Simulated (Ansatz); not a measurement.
Relaxed Pb (fcc, Cu type):

```
CELL_PARAMETERS angstrom
      5.03392     0.00000     0.00000
      0.00000     5.03392     0.00000
      0.00000     0.00000     5.03392
ATOMIC_POSITIONS crystal
  Pb 0.00000 0.00000 0.00000
  Pb 0.50000 0.50000 0.00000
  Pb 0.50000 0.00000 0.50000
  Pb 0.00000 0.50000 0.50000
```

Two-dimensional scan of atom 2 (Pb, nearest neighbour Pb at 3.560 Å; its periodic images, 5.0 Å or more away, move with it): u runs along (1.000, 0.000, 0.000), v along (0.000, 0.000, 1.000) (Cartesian). Cell and other atoms are fixed.

These are PBE (plane waves to 420 eV, PAW, scalar-relativistic; Ansatz, an electronic-structure program) values and carry that method's errors. k mesh 8×8×8 (Γ-centred), Fermi-Dirac smearing 0.05 eV. Energies are smeared free energies. Points where atoms come too close for the PAW data are left out (x in tables, blank in figures). With partly filled bands, energies and forces of such displacements shift with the k mesh and the smearing. On this mesh the relaxed cell isn't quite at rest: it carries a pressure of 0.2 GPa (compression positive) at the zero of the scan. Pb was relaxed with its symmetry unable to fall. Spin-orbit coupling is left out, though Pb is heavy. The relaxed volume of Pb is well above the measured one; the method has no dispersion term. ΔE is measured from the undisplaced structure. Axes are in Å.

Q: Predict the ΔE (meV/cell) at all points of the grid u = -1.170, -0.585, 0.000, 0.585, 1.170 by v = -1.170, -0.585, 0.000, 0.585, 1.170.

A: ΔE (meV/cell), with u across and v down:

| v \ u | -1.170 | -0.585 | 0.000 | 0.585 | 1.170 |
|---|---|---|---|---|---|
| -1.170 | x | 3278 | 1559 | 3278 | x |
| -0.585 | 3278 | 791 | 271 | 791 | 3278 |
| 0.000 | 1559 | 271 | 0 | 271 | 1559 |
| 0.585 | 3278 | 791 | 271 | 791 | 3278 |
| 1.170 | x | 3278 | 1559 | 3278 | x |

(A displaced cell: forces are minus the slopes of the energy, force constants its curvatures, and phonons follow from these.)
